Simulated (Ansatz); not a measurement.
Below is a relaxed structure of MgCd₃S₄. The cell was found from a structure generator's guess, not taken from experiment.

Theory: DFT PBE, scalar-relativistic, plane waves, PAW in Ansatz. Cutoff 420 eV, Γ-centred mesh, Gaussian smearing, no spin polarisation.

```
Mg Cd S
1.0
     3.84419    0.00000    0.00000
     0.00000    3.84419    0.00000
     0.00000    0.00000   10.89387
Mg Cd S
1 3 4
Cartesian
  0.0000 0.0000 0.0000
  1.9221 1.9221 2.6949
  0.0000 0.0000 5.4469
  1.9221 1.9221 8.1990
  0.0000 0.0000 2.6561
  1.9221 1.9221 5.4469
  0.0000 0.0000 8.2378
  1.9221 1.9221 0.0000
```

Formation energies are uncorrected and refer to the elements' standard structures at the same level.

Task: What space group does it have?

Result: P4/mmm (No. 123), with Mg and Cd ordered on rock salt sites. Conventional cell: a = 3.844 Å, c = 10.894 Å. Around Mg lie 6 S at 2.66–2.72 Å; Cd on a site of symmetry 4mm is surrounded by 6 S at 2.69–2.75 Å; Cd on a site of symmetry 4/mmm is surrounded by 6 S at 2.72–2.79 Å; S on a site of symmetry 4mm has 1 Mg at 2.66 Å and 5 Cd at 2.72–2.79 Å; 2 more sites not described.

Task: What is its formation energy per atom?

Result: −0.738 eV/atom. A negative formation energy is needed for stability but isn't enough: competing phases decide.

Task: Is it a metal?

Result: No, the gap on the 10×10×4 mesh is 0.25 eV.

The last run used a 10×10×4 mesh (in the run's order of axes) for its 8-atom cell and Gaussian smearing of 0.01 eV. Kohn–Sham gaps at this level usually fall short of measured ones. The reference form of S is held partly by dispersion forces, which this level lacks. Small gaps are read on the mesh alone, and bands can cross between its points. A later test with randomly moved atoms came back to the same energy, though modes that don't fit the test's cell weren't probed.
